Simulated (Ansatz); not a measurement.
# Vibrations of Hf (P6_3/mmc) by finite displacements

```xyz
2
Lattice="3.1595 0.0000 0.0000 -1.5798 2.7362 0.0000 0.0000 0.0000 4.9980" Properties=species:S:1:pos:R:3 pbc="T T T"
Hf    0.0000    1.8241    1.2495
Hf    1.5798    0.9121    3.7485
```

Computed, not measured; unless marked otherwise by PBEsol, PAW on Ansatz 0.2.0's default frozen-core files (fitted under PBE), scalar-relativistic. k mesh 14×14×8, Fermi-Dirac smearing of 0.050 eV, cutoff 420 eV. The cell was relaxed by PAW under this functional.

Atoms are displaced by 0.0025 Å in the smallest supercells that hold the wave vectors of a 2×2×2 mesh. Negative values stand for unstable modes.

(1) What are the phonon energies at the solved wave vectors, in cm⁻¹?

(2) Is the structure dynamically stable at these wave vectors?

(3) How do the optical zone-centre modes decompose, and which are active?

(4) The cell is scaled evenly to 41.913 and 44.505 Å³ (from 43.209), with free atoms relaxed and the shape held, so these aren't the values under hydrostatic pressure. What are the mode Grüneisen parameters γ = −d ln ω/d ln V?

## Answers

(1) 

```
                q  point                            modes (cm⁻¹)
0.000 0.000 0.000  Gamma                        80.3 (×2), 100.8
0.500 0.000 0.000      M  66.4, 72.8, 122.5, 122.8, 135.5, 140.8
0.000 0.000 0.500      A                   54.2 (×4), 109.2 (×2)
0.500 0.000 0.500      L      101.5 (×2), 102.5 (×2), 156.8 (×2)
```

(2) Yes, no mode is unstable there; wave vectors off this mesh aren't tested.

(3) Point group 6/mmm: Γ_opt = E2g + B1g.

| label | cm⁻¹ | activity | mostly |
| --- | --- | --- | --- |
| E2g | 80.3 | Raman | Hf (100 %) |
| B1g | 100.8 | silent | Hf (100 %) |

(4) For the highest mode, 164.3 cm⁻¹ in the small cell and 149.4 in the large one give γ ≈ 1.58. From the change of the dynamical matrix on each mode:

| point | cm⁻¹ | γ |
| --- | --- | --- |
| Gamma | 80.3 | -0.05 |
| Gamma | 100.8 | 3.54 |
| M | 66.4 | 0.16 |
| M | 72.8 | 0.99 |
| M | 122.5 | 1.00 |
| M | 122.8 | 1.81 |
| M | 135.5 | 1.89 |
| M | 140.8 | 1.75 |
| A | 54.2 | -0.38 |
| A | 109.2 | 1.39 |
| L | 101.5 | 0.82 |
| L | 102.5 | 1.18 |
| L | 156.8 | 1.58 |

Weighted by the modes' heat capacities at 300 K, the mean on this mesh is 1.08; it moves with the q mesh, and a coarse one overweights the zone boundary. Rows under −0.05 (1 here) are modes that soften under compression and pull towards negative thermal expansion.

Caveats: frozen-core PAW files fitted under PBE, their cores solved anew for the functional of the run; responses of metals move with mesh and smearing; no spin-orbit coupling on heavy atoms.
